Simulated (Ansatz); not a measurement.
How much do the gradients of MgNb4VO12 depend on the method?

Cell: a Materials Project structure (computed, not necessarily an observed phase), taken as it stands.

```
Mg Nb V O
1.0
     5.28174    0.00000    0.00000
    -0.00877    5.65412    0.00000
    -0.10326   -0.59091    7.74662
Mg Nb V O
1 4 1 12
Direct
  0.49963 0.86972 0.29525
  0.00308 0.00197 0.02018
  0.50112 0.45120 0.49498
  0.00809 0.99007 0.51713
  0.50467 0.48279 0.99047
  0.00081 0.59716 0.70753
  0.28701 0.76015 0.56034
  0.13072 0.96608 0.27590
  0.30154 0.17638 0.98510
  0.17492 0.29218 0.58284
  0.79329 0.25783 0.06752
  0.40977 0.49722 0.26725
  0.63817 0.46154 0.76083
  0.19812 0.65344 0.94354
  0.78440 0.67396 0.47827
  0.69308 0.76799 0.08224
  0.91315 0.95750 0.76831
  0.67031 0.13941 0.44361
```

Sites (sets of like atoms) are named by element and the number of their first atom in this list.

First run. All values are calculated (Ansatz; DFT, PBE, plane waves and PAW, scalar-relativistic, collinear spin, 420 eV cutoff, Γ-centred 6×6×5 k-points, Fermi–Dirac smearing 0.05 eV), not measured. Start moments as typed (μB): 3 on each V, none on the rest.

```json
{"site": "Mg", "atom": "1", "V_zz (10²¹ V/m²)": "2.07", "η": "0.42", "m (μB)": "0.00"}
{"site": "Nb2", "atom": "2", "V_zz (10²¹ V/m²)": "2.85", "η": "0.99", "m (μB)": "0.02"}
{"site": "Nb3", "atom": "3", "V_zz (10²¹ V/m²)": "-6.10", "η": "0.15", "m (μB)": "0.04"}
{"site": "Nb4", "atom": "4", "V_zz (10²¹ V/m²)": "-5.01", "η": "0.89", "m (μB)": "0.09"}
{"site": "Nb5", "atom": "5", "V_zz (10²¹ V/m²)": "5.94", "η": "0.32", "m (μB)": "0.05"}
{"site": "V", "atom": "6", "V_zz (10²¹ V/m²)": "1.95", "η": "0.44", "m (μB)": "1.85"}
{"site": "O7", "atom": "7", "V_zz (10²¹ V/m²)": "-3.98", "η": "0.15", "m (μB)": "0.01"}
{"site": "O9", "atom": "9", "V_zz (10²¹ V/m²)": "-2.47", "η": "0.71", "m (μB)": "0.00"}
{"site": "O10", "atom": "10", "V_zz (10²¹ V/m²)": "-2.87", "η": "0.16", "m (μB)": "0.01"}
{"site": "O13", "atom": "13", "V_zz (10²¹ V/m²)": "-2.25", "η": "0.29", "m (μB)": "0.00"}
{"site": "O14", "atom": "14", "V_zz (10²¹ V/m²)": "-3.11", "η": "0.56", "m (μB)": "0.00"}
{"site": "O15", "atom": "15", "V_zz (10²¹ V/m²)": "-3.65", "η": "0.23", "m (μB)": "0.00"}
{"site": "O17", "atom": "17", "V_zz (10²¹ V/m²)": "-2.85", "η": "0.23", "m (μB)": "0.01"}
{"site": "O18", "atom": "18", "V_zz (10²¹ V/m²)": "2.53", "η": "0.98", "m (μB)": "0.01"}
```

Second run. The same atoms and settings, except that the functional is r2SCAN and the cutoff is 500 eV.

(1) Given the first result, estimate the second.

Answers

(1) 

```
site  atom   V_zz     η  change of V_zz  m (μB)
  Mg     1   2.09  0.43           +0.02    0.00
 Nb2     2  -2.79  0.98               –    0.01
 Nb3     3  -5.99  0.23           +0.11    0.04
 Nb4     4  -4.89  0.95           +0.12    0.09
 Nb5     5   6.10  0.28           +0.16    0.04
   V     6   2.52  0.30           +0.57    1.98
  O7     7  -3.90  0.27           +0.08    0.02
  O9     9  -2.56  0.80           -0.09    0.00
 O10    10  -2.83  0.42           +0.04    0.01
 O13    13  -2.23  0.16           +0.02    0.00
 O14    14  -3.07  0.33           +0.04    0.00
 O15    15  -3.65  0.29            0.00    0.01
 O17    17  -2.70  0.47           +0.15    0.01
 O18    18   2.72  0.96           +0.19    0.00
```

The largest change of V_zz along a kept axis is on V, from 1.95 to 2.52. In per cent, |V_zz| changes by +1 on Mg, -2 to +3 on Nb, -5 to +8 on O (all sites that start above 2, bar those whose gradient vanishes or changes sign or whose main axis turns by over 40°). Where |V_zz| stays above 0.1 and the axes keep their order, η moves most on O10, from 0.16 to 0.42. On Nb2 the largest principal value lies along another axis in the second run, so the two V_zz can't be compared directly. The table leaves out 4 of the 18 sites, with |V_zz| up to 3.19; their tensors move by 0.26 at most along any direction. The statements above cover all sites. The first run finds no gap above 0.1 eV, the second does.

Without spin–orbit coupling (the program notes it for Nb) the gradients can shift somewhat, as the gap is small. All moments are parallel here, as the start or the cell imposes; many such compounds order antiparallel, where fields and spin densities carried over to other atoms largely cancel. The magnetic order is the one that the run reached from its start moments, not necessarily the measured one.
For the first run: At this cell the PBE pressure is -5 GPa, so with PBE the cell would shrink if it were relaxed. The entry's cell may itself be off. The largest force is 0.5 eV/Å, so the atoms aren't at the calculated equilibrium and relaxing them would move these values. The run finds no gap above 0.1 eV (a metal, or nearly one), so the gradients can move by 10 % or more with the k-mesh. Semilocal functionals can leave a metal where correlation in the d or f shell opens a gap in the real compound, and that would change the values at and beside Nb and V.
For the second run: At this cell the r2SCAN pressure is -9 GPa, so with r2SCAN the cell would shrink if it were relaxed. The entry's cell may itself be off. The largest force is 0.7 eV/Å, so the atoms aren't at the calculated equilibrium and relaxing them would move these values. The program didn't check the stability of this electronic state in full, so a lower one may lie near. With a gap of 0.4 eV under a smearing of 0.05 eV the band edges are partly filled, so small gradients can hang on the smearing and the k-mesh.
